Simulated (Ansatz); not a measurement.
Input and output for Au (fcc type): DFT, LDA, PAW with Ansatz's default frozen-core files, fully relativistic files with spin-orbit coupling (Ansatz 0.2.0). This run: fcc relaxed.

The start is a guessed cell.

Command: `ansatz run input.yaml --threads 2 --pin off --max-ram 5120MiB --backend cpu --events-out ev --progress --plain --runs-dir out` It took 14 s on 2 threads of Arm Neoverse V1 (shared host), peak memory 0.42 GiB.

```yaml
crystal:
  lattice:
    - [0.0, 2.0229441107, 2.0229441107]
    - [2.0229441107, 0.0, 2.0229441107]
    - [2.0229441107, 2.0229441107, 0.0]
  atoms:
    - { symbol: Au, position: [0.0, 0.0, 0.0] }
kpoints:
  mp_grid: { grid: [17, 17, 17] }
scf:
  occupations: { method: fermi_dirac, width: 0.05 }
hamiltonian:
  xc: lda
  pseudopotentials: { kind: paw_fr }
output:
  forces: true
  stress: true
relax:
  f_tol: 0.005
  max_steps: 40
  cell: {}
magnetization:
  noncollinear: true
  spin_orbit: true
```

Output:

```
Engine: ansatz 0.2.0
Pseudopotentials: kind: paw_fr
Pseudopotential: Au, paw_fr, valence charge 19, recommended cutoff 420 eV (normal), Au.paw.azcp#standard-fr
Functional definition: SPW92
  exchange = slater_x
  correlation = pw_c
non-collinear run that drives no moment, with spin-orbit: no starting moment large enough to seed its density (crystal.atoms[].spin), no starting occupations that ask for one, no magnetisation constraint and no magnetic field, so the semilocal B_xc is pinned to zero
Crystal: 1 atoms, lattice volume = 16.557 Å³
Basis set: ecut = 420 eV, 331 PW (Γ)
Bands: 28, of which v1, the nominal top of the filled ones, is band 19 counted from 1 (18 counted from 0)
Symmetry: 48 space group operations + 48 with time reversal
Magnetic group: BNS 225.117 (UNI 1619), of the structure as read, at distance tolerance 2.5e-5 Å
k-points: 165 of 4913
Projection manifold: j_resolved (fully-relativistic pseudo-atomic orbitals)
Non-local potential: Au, projectors of the file, l = 0: 3, l = 1: 4, l = 2: 4, l = 3: 2
PAW form: soft (Blöchl's): semilocal exchange-correlation on the pseudo side does not see the compensation charge
PAW frozen core: Au, regenerated for the run's functional, and the local potential with it (the file was generated under x = pbe(κ = 0.804, μ = 0.2195149727645171), c = pbe(β = 0.06672455060314922))
PAW one-centre angular grid: Au, 590 points (default); XC on 64 Gauss nodes
Initial density: superposition of atomic densities (chi_scale 0.1, normalization cell)
Initial wavefunctions: pseudopotential atomic-orbital guess
Functional: x = slater, c = lda
SCF iter   1: F=—  HF=-12901.364991 eV  |F-HF|=—  |Δ(HF+E_count)|=         —  Δρ=8.04e-2  dr2=1.14e0  dr2_m=0.00e0 (ungated)  ethr=3.10e-3  |M|=0.00e0 ∫|m|=0.00e0 μB  |m|>n=0.0e0 m-floor=0.0e0 τ_xc=0.0e0  β_m=0.30  ⟨swp⟩=6.8  Hψ=11083  notcnv=0  defer=54
preconditioner: auto → none  [metal: Δε(μ)=0.023 eV  Ē_g=15.775 eV  σ=0.050 eV  W_gap=0.12  n_scr=8 (ndim 8)  ℏωp=30.3 eV  f_vac=0.000  D(μ)=0.19/eV (n_scr^D=0)  sad-step TF]
SCF iter   2: F=—  HF=-12901.156451 eV  |F-HF|=—  |Δ(HF+E_count)|=   2.09e-1  Δρ=5.36e-2  dr2=5.04e-1  dr2_m=0.00e0 (ungated)  ethr=3.10e-3  |M|=0.00e0 ∫|m|=0.00e0 μB  |m|>n=0.0e0 m-floor=0.0e0 τ_xc=0.0e0  β_m=0.58  ⟨swp⟩=2.0  Hψ=3429  notcnv=0  defer=470
SCF iter   3: F=—  HF=-12900.986872 eV  |F-HF|=—  |Δ(HF+E_count)|=   1.70e-1  Δρ=7.03e-3  dr2=3.31e-3  dr2_m=0.00e0 (ungated)  ethr=2.65e-3  |M|=0.00e0 ∫|m|=0.00e0 μB  |m|>n=0.0e0 m-floor=0.0e0 τ_xc=0.0e0  β_m=0.76  ⟨swp⟩=2.0  Hψ=3411  notcnv=0  defer=478
SCF iter   4: F=—  HF=-12900.988696 eV  |F-HF|=—  |Δ(HF+E_count)|=   1.82e-3  Δρ=2.76e-4  dr2=4.76e-6  dr2_m=0.00e0 (ungated)  ethr=1.74e-5  |M|=0.00e0 ∫|m|=0.00e0 μB  |m|>n=0.0e0 m-floor=0.0e0 τ_xc=0.0e0  β_m=0.87  ⟨swp⟩=2.0  Hψ=4581  notcnv=0  defer=472
SCF iter   5: F=—  HF=-12900.988710 eV  |F-HF|=—  |Δ(HF+E_count)|=   1.45e-5  Δρ=2.76e-4  dr2=1.13e-5  dr2_m=0.00e0 (ungated)  ethr=5.26e-10  |M|=0.00e0 ∫|m|=0.00e0 μB  |m|>n=0.0e0 m-floor=0.0e0 τ_xc=0.0e0  β_m=0.86  ⟨swp⟩=5.0  Hψ=8594  notcnv=0
SCF iter   6: F=-12900.988707 eV  HF=-12900.988707 eV  |F-HF|=2.21e-8  |Δ(HF+E_count)|=   3.10e-6  Δρ=1.68e-5  dr2=3.59e-8  dr2_m=0.00e0 (ungated)  ethr=5.26e-10  |M|=0.00e0 ∫|m|=0.00e0 μB  |m|>n=0.0e0 m-floor=0.0e0 τ_xc=0.0e0  ⟨swp⟩=3.0  Hψ=8927  notcnv=0
SCF 1 converged in 6 iterations: F = -12900.988707 eV  dr2 = 3.59e-8
  greatest PAW one-centre occupation: 1.003 electrons in one spin orbital (limit 2), on the Au atom at site 0 (counted from 0), in its partial waves of l = 0
relax step   1: F+E_penalty+E_count = -12900.98870731 eV  Δ(F+E_penalty+E_count) = +0.000e0 eV  max|allowed force component| = 0.000e0 eV/Å  Δτ_max = 0.0000 Å  P = -1.390 GPa  Ω = 16.557 Å³  (6 SCF iters, dr2 threshold 1.00e-7 eV, accepted)
Crystal: 1 atoms, lattice volume = 16.222 Å³
Projection manifold: j_resolved (fully-relativistic pseudo-atomic orbitals)
Initial density: handed on by an earlier stage of this run
Initial wavefunctions: those handed on with the density
iter 1 solved again at ethr=1.68e-6 eV; its pass at ethr=3.10e-3 eV (dr2=3.20e-4 eV) is discarded
SCF iter   1: F=—  HF=-12900.987521 eV  |F-HF|=—  |Δ(HF+E_count)|=         —  Δρ=1.38e-3  dr2=2.75e-4  dr2_m=0.00e0 (ungated)  ethr=1.68e-6  |M|=0.00e0 ∫|m|=0.00e0 μB  |m|>n=0.0e0 m-floor=0.0e0 τ_xc=0.0e0  β_m=0.30  ⟨swp⟩=1.8  Hψ=11692  notcnv=0
preconditioner: auto → none  [metal: Δε(μ)=0.090 eV  Ē_g=16.495 eV  σ=0.050 eV  W_gap=0.42  n_scr=8 (ndim 8)  ℏωp=30.6 eV  f_vac=0.000  D(μ)=0.23/eV (n_scr^D=0)]
SCF iter   2: F=—  HF=-12900.987447 eV  |F-HF|=—  |Δ(HF+E_count)|=   7.37e-5  Δρ=7.62e-4  dr2=5.21e-5  dr2_m=0.00e0 (ungated)  ethr=1.45e-6  |M|=0.00e0 ∫|m|=0.00e0 μB  |m|>n=0.0e0 m-floor=0.0e0 τ_xc=0.0e0  β_m=0.40  ⟨swp⟩=1.4  Hψ=2648  notcnv=0
SCF iter   3: F=—  HF=-12900.987430 eV  |F-HF|=—  |Δ(HF+E_count)|=   1.66e-5  Δρ=3.02e-4  dr2=5.43e-6  dr2_m=0.00e0 (ungated)  ethr=2.74e-7  |M|=0.00e0 ∫|m|=0.00e0 μB  |m|>n=0.0e0 m-floor=0.0e0 τ_xc=0.0e0  β_m=0.56  ⟨swp⟩=1.1  Hψ=2361  notcnv=0
SCF iter   4: F=-12900.987429 eV  HF=-12900.987429 eV  |F-HF|=5.57e-9  |Δ(HF+E_count)|=   1.53e-6  Δρ=2.45e-5  dr2=1.97e-8  dr2_m=0.00e0 (ungated)  ethr=5.26e-10  |M|=0.00e0 ∫|m|=0.00e0 μB  |m|>n=0.0e0 m-floor=0.0e0 τ_xc=0.0e0  ⟨swp⟩=2.7  Hψ=8597  notcnv=0
SCF 2 converged in 4 iterations: F = -12900.987429 eV  dr2 = 1.97e-8
relax step   2: F+E_penalty+E_count = -12900.98742879 eV  Δ(F+E_penalty+E_count) = +1.279e-3 eV  max|allowed force component| = 0.000e0 eV/Å  Δτ_max = 0.0000 Å  P = +2.801 GPa  Ω = 16.222 Å³  energy of the carried Pulay correction = +9.560e-5 eV  (4 SCF iters, dr2 threshold 1.00e-7 eV, rejected (line search))
Crystal: 1 atoms, lattice volume = 16.444 Å³
Projection manifold: j_resolved (fully-relativistic pseudo-atomic orbitals)
iter 1 solved again at ethr=5.03e-7 eV; its pass at ethr=3.10e-3 eV (dr2=9.55e-5 eV) is discarded
SCF iter   1: F=—  HF=-12900.989289 eV  |F-HF|=—  |Δ(HF+E_count)|=         —  Δρ=9.12e-4  dr2=1.22e-4  dr2_m=0.00e0 (ungated)  ethr=5.03e-7  |M|=0.00e0 ∫|m|=0.00e0 μB  |m|>n=0.0e0 m-floor=0.0e0 τ_xc=0.0e0  β_m=0.30  ⟨swp⟩=1.9  Hψ=11850  notcnv=0
preconditioner: auto → none  [insulator: Δε(μ)=0.111 eV  Ē_g=16.360 eV  σ=0.050 eV  W_gap=0.50  n_scr=8 (ndim 8)  ℏωp=30.4 eV  f_vac=0.000  D(μ)=0.26/eV (n_scr^D=0)  ε∞_Penn≈4.4]
SCF iter   2: F=—  HF=-12900.989259 eV  |F-HF|=—  |Δ(HF+E_count)|=   2.97e-5  Δρ=5.04e-4  dr2=2.31e-5  dr2_m=0.00e0 (ungated)  ethr=5.03e-7  |M|=0.00e0 ∫|m|=0.00e0 μB  |m|>n=0.0e0 m-floor=0.0e0 τ_xc=0.0e0  β_m=0.40  ⟨swp⟩=2.0  Hψ=3078  notcnv=0
SCF iter   3: F=—  HF=-12900.989251 eV  |F-HF|=—  |Δ(HF+E_count)|=   8.38e-6  Δρ=1.98e-4  dr2=2.45e-6  dr2_m=0.00e0 (ungated)  ethr=1.21e-7  |M|=0.00e0 ∫|m|=0.00e0 μB  |m|>n=0.0e0 m-floor=0.0e0 τ_xc=0.0e0  β_m=0.55  ⟨swp⟩=1.0  Hψ=2339  notcnv=0
SCF iter   4: F=—  HF=-12900.989251 eV  |F-HF|=—  |Δ(HF+E_count)|=   9.49e-8  Δρ=1.66e-5  dr2=9.75e-9  dr2_m=0.00e0 (ungated)  ethr=1.29e-8  |M|=0.00e0 ∫|m|=0.00e0 μB  |m|>n=0.0e0 m-floor=0.0e0 τ_xc=0.0e0  β_m=0.76  ⟨swp⟩=3.0  Hψ=3393  notcnv=0
[... lines left out ...]
iter 1 solved again at ethr=4.77e-8 eV; its pass at ethr=3.10e-3 eV (dr2=9.06e-6 eV) is discarded
SCF iter   1: F=—  HF=-12900.989220 eV  |F-HF|=—  |Δ(HF+E_count)|=         —  Δρ=1.34e-5  dr2=4.17e-9  dr2_m=0.00e0 (ungated)  ethr=4.77e-8  |M|=0.00e0 ∫|m|=0.00e0 μB  |m|>n=0.0e0 m-floor=0.0e0 τ_xc=0.0e0  β_m=0.30  ⟨swp⟩=3.0  Hψ=17317  notcnv=0
preconditioner: auto → none  [metal: Δε(μ)=0.109 eV  Ē_g=16.355 eV  σ=0.050 eV  W_gap=0.50  n_scr=8 (ndim 8)  ℏωp=30.4 eV  f_vac=0.000  D(μ)=0.25/eV (n_scr^D=0)]
SCF iter   2: F=—  HF=-12900.989218 eV  |F-HF|=—  |Δ(HF+E_count)|=   1.79e-6  Δρ=9.00e-6  dr2=1.64e-9  dr2_m=0.00e0 (ungated)  ethr=2.19e-11  |M|=0.00e0 ∫|m|=0.00e0 μB  |m|>n=0.0e0 m-floor=0.0e0 τ_xc=0.0e0  β_m=0.53  ⟨swp⟩=2.1  Hψ=3768  notcnv=0
SCF iter   3: F=—  HF=-12900.989218 eV  |F-HF|=—  |Δ(HF+E_count)|=  3.04e-10  Δρ=1.69e-6  dr2=9.23e-11  dr2_m=0.00e0 (ungated)  ethr=8.63e-12  |M|=0.00e0 ∫|m|=0.00e0 μB  |m|>n=0.0e0 m-floor=0.0e0 τ_xc=0.0e0  β_m=0.50  ⟨swp⟩=2.3  Hψ=2714  notcnv=0
SCF iter   4: F=-12900.989218 eV  HF=-12900.989218 eV  |F-HF|=5.46e-12  |Δ(HF+E_count)|=  1.09e-11  Δρ=3.05e-7  dr2=2.01e-12  dr2_m=0.00e0 (ungated)  ethr=1.00e-12  |M|=0.00e0 ∫|m|=0.00e0 μB  |m|>n=0.0e0 m-floor=0.0e0 τ_xc=0.0e0  ⟨swp⟩=3.0  Hψ=9332  notcnv=0
SCF 4 converged in 4 iterations: F = -12900.989218 eV  dr2 = 2.01e-12
relax step   4: F+E_penalty+E_count = -12900.98921772 eV  Δ(F+E_penalty+E_count) = +3.029e-5 eV  max|allowed force component| = 0.000e0 eV/Å  Δτ_max = 0.0000 Å  P = -0.044 GPa  Ω = 16.444 Å³  stress off target by 4.45e-2 GPa  SCF on the basis re-selected at this cell (its energy is not comparable with the rows above)  (4 SCF iters)
basis re-selected at this cell: Δ(F+E_penalty+E_count) = +3.029e-5 eV, ΔP = +0.001 GPa vs the last step (what re-selecting the basis moved, of the pressure what is left beyond the Pulay correction that the steps carried, after the strain that the cell walked since its last selection, with what the two solves' SCF thresholds leave and, on support functions, any second-order correction that the steps lacked; it is no measure of the basis error at this ecutwfc). This SCF's stress stands 4.45e-2 GPa from its target on what of the cell is left free (relax.cell.stress_tol is 5.00e-2 GPa) and its largest allowed force component is 0.00e0 eV/Å (relax.f_tol is 5.00e-3 eV/Å): within both
SCF converged after 4 iterations
Magnetization: |M| = 0.0000 μB,  M = (+0.0000, +0.0000, +0.0000) μB
Absolute magnetization: 0.0000 μB (∫|m|)
  site 0: m = (+0.0000, +0.0000, +0.0000) μB, |m| = 0.0000 μB  (R = 1.18 Å)
Free energy (F): -12900.989218 eV
Harris-Foulkes:  -12900.989218 eV  (|F-HF|=5.46e-12)
Internal energy: -12900.986991 eV  (E = F + TS)
E sigma→0 (E₀):  -12900.988104 eV
Entropy (-TS):   -0.002227 eV (-2.227 meV/atom)
Fermi energy:    21.433062 eV
--- Per-component energies (eV) ---
  E_band       = -204.906092
  E_kinetic    = 605.499213
  E_local      = -1649.613011  (includes V_loc(G=0)·N_el)
  E_nonlocal   = 67.859142
  E_hartree    = 704.115218
  E_xc         = -227.462711
  E_vxc        = -275.997031  (∫ρ·V_xc dr)
  E_paw        = -9449.825888  (= ΣΔE_a)
  E_vpaw       = -360.886085  (= ΣTr[D̂ρ^β])
  E_aug_tail   = 0.001276  (compensation charges beyond the density's cutoff)
  E_ewald      = -2952.091903
  E_core_change = 0.531673  (= ΣΔE_core)
  E_smearing   = -0.002227  (= −TS)
  E_closure    = 0.000000  (closes the sum)
  Σ components = -12900.989218   (vs F -12900.989218, Δ=0.00e0)
--- Forces (eV/Å), atoms counted from 1 ---
  atom   1  Au    -0.00000000    -0.00000000     0.00000000
  max |Σ_I F_I| component: 9.45e-32 eV/Å
--- Stress (GPa, compression-positive) ---
       -0.044494       0.000000       0.000000
       -0.000000      -0.044494       0.000000
        0.000000       0.000000      -0.044494
  P = ⅓ Tr σ = -0.0445 GPa (-0.445 kbar)
--- Relaxed structure (3 steps of the walk, 2 accepted, 1 SCFs on fresh bases) ---
  F+E_penalty+E_count = -12900.98921772 eV   max|allowed force component| = 0.000e0 eV/Å   (the final SCF, on the basis selected at the relaxed cell)
  cell:  # Å, volume = 16.4443 Å³
    - [-2.5476860164477947e-35, 2.018345041998578, 2.018345041998578]
    - [2.018345041998578, -2.7387624676813793e-34, 2.018345041998578]
    - [2.018345041998578, 2.018345041998578, -1.7196880611022617e-34]
  atoms:
    - { symbol: Au, position: [0.0, 0.0, 0.0] }
```

Next run (bcc relaxed), as changes to the input before:

```diff
   lattice:
-    - [0.0, 2.0229441107, 2.0229441107]
-    - [2.0229441107, 0.0, 2.0229441107]
-    - [2.0229441107, 2.0229441107, 0.0]
+    - [-1.6056118047, 1.6056118047, 1.6056118047]
+    - [1.6056118047, -1.6056118047, 1.6056118047]
+    - [1.6056118047, 1.6056118047, -1.6056118047]
   atoms:
 kpoints:
-  mp_grid: { grid: [17, 17, 17] }
+  mp_grid: { grid: [18, 18, 18] }
 scf:
```

Command: `ansatz run input.yaml --threads 2 --pin off --max-ram 5120MiB --backend cpu --events-out ev --progress --plain --runs-dir out` It took 16 s on 2 threads of Arm Neoverse V1 (shared host), peak memory 0.44 GiB.

Results part of the output:

```
basis re-selected at this cell: Δ(F+E_penalty+E_count) = +1.731e-5 eV, ΔP = +0.001 GPa vs the last step (what re-selecting the basis moved, of the pressure what is left beyond the Pulay correction that the steps carried, after the strain that the cell walked since its last selection, with what the two solves' SCF thresholds leave and, on support functions, any second-order correction that the steps lacked; it is no measure of the basis error at this ecutwfc). This SCF's stress stands 1.32e-2 GPa from its target on what of the cell is left free (relax.cell.stress_tol is 5.00e-2 GPa) and its largest allowed force component is 0.00e0 eV/Å (relax.f_tol is 5.00e-3 eV/Å): within both
SCF converged after 4 iterations
Magnetization: |M| = 0.0000 μB,  M = (+0.0000, +0.0000, +0.0000) μB
Absolute magnetization: 0.0000 μB (∫|m|)
  site 0: m = (+0.0000, +0.0000, +0.0000) μB, |m| = 0.0000 μB  (R = 1.15 Å)
Free energy (F): -12900.969861 eV
Harris-Foulkes:  -12900.969861 eV  (|F-HF|=9.09e-12)
Internal energy: -12900.968517 eV  (E = F + TS)
E sigma→0 (E₀):  -12900.969189 eV
Entropy (-TS):   -0.001344 eV (-1.344 meV/atom)
Fermi energy:    21.265900 eV
--- Per-component energies (eV) ---
  E_band       = -206.542415
  E_kinetic    = 605.584195
  E_local      = -1652.984874  (includes V_loc(G=0)·N_el)
  E_nonlocal   = 67.721048
  E_hartree    = 705.032410
  E_xc         = -227.500114
  E_vxc        = -276.044975  (∫ρ·V_xc dr)
  E_paw        = -9449.792169  (= ΣΔE_a)
  E_vpaw       = -360.883828  (= ΣTr[D̂ρ^β])
  E_aug_tail   = 0.001202  (compensation charges beyond the density's cutoff)
  E_ewald      = -2949.561888
  E_core_change = 0.531673  (= ΣΔE_core)
  E_smearing   = -0.001344  (= −TS)
  E_closure    = -0.000000  (closes the sum)
  Σ components = -12900.969861   (vs F -12900.969861, Δ=0.00e0)
--- Forces (eV/Å), atoms counted from 1 ---
  atom   1  Au    -0.00000000     0.00000000    -0.00000000
  max |Σ_I F_I| component: 3.78e-31 eV/Å
--- Stress (GPa, compression-positive) ---
       -0.013203       0.000000      -0.000000
       -0.000000      -0.013203       0.000000
       -0.000000       0.000000      -0.013203
  P = ⅓ Tr σ = -0.0132 GPa (-0.132 kbar)
--- Relaxed structure (3 steps of the walk, 2 accepted, 1 SCFs on fresh bases) ---
  F+E_penalty+E_count = -12900.96986103 eV   max|allowed force component| = 0.000e0 eV/Å   (the final SCF, on the basis selected at the relaxed cell)
  cell:  # Å, volume = 16.4898 Å³
    - [-1.6034351987049686, 1.6034351987049686, 1.6034351987049686]
    - [1.6034351987049686, -1.6034351987049686, 1.6034351987049686]
    - [1.6034351987049686, 1.6034351987049686, -1.6034351987049686]
  atoms:
    - { symbol: Au, position: [0.0, 0.0, 0.0] }
```

Next run (hcp relaxed), as changes to the input before:

```diff
   lattice:
-    - [-1.6056118047, 1.6056118047, 1.6056118047]
-    - [1.6056118047, -1.6056118047, 1.6056118047]
-    - [1.6056118047, 1.6056118047, -1.6056118047]
+    - [2.8685031606, 0.0, 0.0]
+    - [-1.4342515803, 2.4841966079, 0.0]
+    - [0.0, 0.0, 4.6469751202]
   atoms:
-    - { symbol: Au, position: [0.0, 0.0, 0.0] }
+    - { symbol: Au, position: [0.3333333333, 0.6666666667, 0.25] }
+    - { symbol: Au, position: [0.6666666667, 0.3333333333, 0.75] }
 kpoints:
-  mp_grid: { grid: [18, 18, 18] }
+  mp_grid: { grid: [16, 16, 9] }
 scf:
   stress: true
+  write_density: true
+  write_potential: true
+  elf: true
+  volumetric_format: npy
 relax:
```

Results part of the output:

```
basis re-selected at this cell: Δ(F+E_penalty+E_count) = +5.900e-5 eV, ΔP = +0.002 GPa vs the last step (what re-selecting the basis moved, of the pressure what is left beyond the Pulay correction that the steps carried, after the strain that the cell walked since its last selection, with what the two solves' SCF thresholds leave and, on support functions, any second-order correction that the steps lacked; it is no measure of the basis error at this ecutwfc). This SCF's stress stands 2.74e-2 GPa from its target on what of the cell is left free (relax.cell.stress_tol is 5.00e-2 GPa) and its largest allowed force component is 1.32e-16 eV/Å (relax.f_tol is 5.00e-3 eV/Å): within both
SCF converged after 5 iterations
Magnetization: |M| = 0.0000 μB,  M = (+0.0000, +0.0000, +0.0000) μB
Absolute magnetization: 0.0000 μB (∫|m|)
  site 0: m = (+0.0000, +0.0000, +0.0000) μB, |m| = 0.0000 μB  (R = 1.17 Å)
  site 1: m = (+0.0000, +0.0000, +0.0000) μB, |m| = 0.0000 μB  (R = 1.17 Å)
Free energy (F): -25801.956456 eV
Harris-Foulkes:  -25801.956456 eV  (|F-HF|=2.18e-11)
Internal energy: -25801.947819 eV  (E = F + TS)
E sigma→0 (E₀):  -25801.952137 eV
Entropy (-TS):   -0.008638 eV (-4.319 meV/atom)
Fermi energy:    21.300673 eV
--- Per-component energies (eV) ---
  E_band       = -410.699635
[... lines left out ...]
--- Band table (eV; the first three rows and the last of 150) ---
  k-point 0: bands = ["-84.2990", "-84.2990", "-84.2861", "-84.2861", "-48.0785", "-48.0785", "-48.0319", "-48.0319", "-31.4461", "-31.4461", "-31.2590", "-31.2590", "-31.2172", "-31.2172", "-31.2141", "-31.2141", "10.9403", "10.9403", "13.4311", "13.4311", "15.7308", "15.7308", "15.7757", "15.7757", "15.9537", "15.9537", "17.0607", "17.0607", "17.4320", "17.4320", "17.5882", "17.5882", "18.0505", "18.0505", "18.6281", "18.6281", "19.5117", "19.5117", "19.8097", "19.8097", "24.2536", "24.2536", "35.7261", "35.7261", "37.0082", "37.0082"]
  k-point 1: bands = ["-84.2986", "-84.2986", "-84.2865", "-84.2865", "-48.0771", "-48.0771", "-48.0333", "-48.0333", "-31.4393", "-31.4393", "-31.2576", "-31.2576", "-31.2242", "-31.2242", "-31.2154", "-31.2154", "11.0477", "11.0477", "13.4297", "13.4297", "15.7191", "15.7191", "15.7562", "15.7562", "15.9390", "15.9390", "17.0161", "17.0161", "17.3680", "17.3680", "17.6822", "17.6822", "18.1108", "18.1108", "18.5364", "18.5364", "19.3136", "19.3136", "19.4858", "19.4858", "25.0506", "25.0506", "35.4719", "35.4719", "37.2398", "37.2398"]
  k-point 2: bands = ["-84.2975", "-84.2975", "-84.2876", "-84.2876", "-48.0730", "-48.0730", "-48.0374", "-48.0374", "-31.4197", "-31.4197", "-31.2537", "-31.2537", "-31.2444", "-31.2444", "-31.2193", "-31.2193", "11.3603", "11.3603", "13.4032", "13.4032", "15.6975", "15.6975", "15.7111", "15.7111", "15.8950", "15.8950", "16.9413", "16.9413", "17.1806", "17.1806", "17.8588", "17.8588", "17.8989", "17.8989", "18.2787", "18.2787", "18.8936", "18.8936", "19.4035", "19.4035", "26.7861", "26.7861", "35.0470", "35.0470", "37.1450", "37.1450"]
  k-point 149: bands = ["-84.2810", "-84.2810", "-84.2808", "-84.2808", "-48.0960", "-48.0960", "-48.0953", "-48.0953", "-31.4784", "-31.4784", "-31.4322", "-31.4322", "-31.3690", "-31.3690", "-31.3231", "-31.3231", "14.6679", "14.6679", "14.8699", "14.8699", "15.3150", "15.3150", "15.5208", "15.5208", "16.2002", "16.2002", "16.6509", "16.6509", "17.1335", "17.1335", "17.9574", "17.9574", "19.0727", "19.0727", "19.2826", "19.2826", "24.6053", "24.6053", "25.4645", "25.4645", "25.7179", "25.7179", "26.6091", "26.6091", "27.8104", "27.8104"]
--- Relaxed structure (4 steps of the walk, 4 accepted, 1 SCFs on fresh bases) ---
  F+E_penalty+E_count = -25801.95645623 eV   max|allowed force component| = 1.318e-16 eV/Å   (the final SCF, on the basis selected at the relaxed cell)
  cell:  # Å, volume = 32.9191 Å³
    - [2.8372564341456377, 0.0, 0.0]
    - [-1.4186282170728188, 2.457136149020972, 0.0]
    - [0.0, 0.0, 4.721929343076427]
  atoms:
    - { symbol: Au, position: [0.33333333333333326, 0.6666666666666665, 0.25] }
    - { symbol: Au, position: [0.6666666666666665, 0.33333333333333326, 0.7499999999999999] }
```

The PAW files were made under PBE.
